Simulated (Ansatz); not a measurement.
**What a change of settings does to a run on Bi₂W**

The structure comes from a relaxation in the same program, started in the fluorite type, and has space group Fm-3m. Whether it is a known phase or the ground state wasn't checked.

First run: DFT, PBE, PAW with Ansatz's default frozen-core files, scalar-relativistic (Ansatz 0.2.0).

Command: `ansatz run input.yaml --threads 1 --pin off --max-ram 3072MiB --backend cpu --events-out ev --progress --plain --runs-dir out` The run took 33 s on 1 thread of Intel(R) Xeon(R) Platinum 8488C (Sapphire Rapids) (shared host).

```yaml
crystal:
  lattice:
    - [0.0, 3.4444720267, 3.4444720267]
    - [3.4444720267, 0.0, 3.4444720267]
    - [3.4444720267, 3.4444720267, 0.0]
  atoms:
    - { symbol: W, position: [0.0, 0.0, 0.0] }
    - { symbol: Bi, position: [0.25, 0.25, 0.25] }
    - { symbol: Bi, position: [0.75, 0.75, 0.75] }
kpoints:
  mp_grid: { grid: [10, 10, 10] }
  band_path:
    path:
      - [0.0, 0.0, 0.0]
      - [0.5, 0.0, 0.5]
      - [0.625, 0.25, 0.625]
      - [0.375, 0.375, 0.75]
      - [0.0, 0.0, 0.0]
      - [0.5, 0.5, 0.5]
      - [0.5, 0.25, 0.75]
      - [0.5, 0.0, 0.5]
    npoints: 14
scf:
  occupations: { method: fermi_dirac, width: 0.08 }
hamiltonian:
  xc: pbe
  pseudopotentials: { kind: paw }
output:
  forces: true
  stress: true
  eigenvalues: true
  efg: { contact_densities: true }
  populations: true
  bader: true
  dos: { projected: true, de: 0.2, e_range: [-14, 8] }
  write_density: true
  write_potential: true
  elf: true
  volumetric_format: npy
```

Result: converged; pressure -0.02 GPa; no gap on the k mesh; 6 SCF iterations.

Spin–orbit coupling is left out, though it moves levels of the heavy atoms by tenths of an eV or more.

The input is then changed:

```diff
@@ -9,5 +9,5 @@
     - { symbol: Bi, position: [0.75, 0.75, 0.75] }
 kpoints:
-  mp_grid: { grid: [10, 10, 10] }
+  mp_grid: { grid: [15, 15, 15] }
   band_path:
     path:
@@ -23,6 +23,7 @@
 scf:
   occupations: { method: fermi_dirac, width: 0.08 }
+  mixing: { algorithm: broyden, beta: 0.2 }
 hamiltonian:
-  xc: pbe
+  xc: r2scan
   pseudopotentials: { kind: paw }
 output:
@@ -32,9 +33,3 @@
   efg: { contact_densities: true }
   populations: true
-  bader: true
-  dos: { projected: true, de: 0.2, e_range: [-14, 8] }
-  write_density: true
-  write_potential: true
-  elf: true
-  volumetric_format: npy
```

(1) What does the second run give?

## Answers

(1) It converged; pressure -1.83 GPa; no gap on the k mesh; 10 SCF iterations.
